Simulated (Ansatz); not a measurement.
Mg$_{2}$Ge:
Space group Fm-3m (No. 225); a = 6.4211 Å, b = 6.4211 Å, c = 6.4211 Å, α = 90.00°, β = 90.00°, γ = 90.00°

| atom | site | symmetry | x | y | z |
|---|---|---|---|---|---|
| Ge | 4a | m-3m | 0.0000 | 0.0000 | 0.0000 |
| Mg | 8c | -43m | 0.2500 | 0.2500 | 0.2500 |
(The calculation used a cell of 3 atoms; values per cell refer to that cell.)

This is the PBE-relaxed structure.

Task: All from DFT-PBE in the program Ansatz with PAW potentials, unless another level is named. Estimate the band gap.

Result: 0.16 eV (indirect).

Task: What about the smallest direct gap on the standard path?

Result: 0.95 eV.

Task: And the hole effective mass, band 1 of 3 at the edge?

Result: 0.34 along [100], 7.7 along [110], 0.94 along [111] (mₑ).

Task: Predict the weight of the valence-edge state by species (Voronoi cells).

Result: Ge 69 %, Mg 31 %.

Task: Next, the valence-band maximum?

Result: at Γ.

Symmetry was held in the PBE relaxation. Scalar-relativistic: spin–orbit coupling is off unless named, which matters more the heavier the elements.

Potentials: the later of the program's two PAW sets.
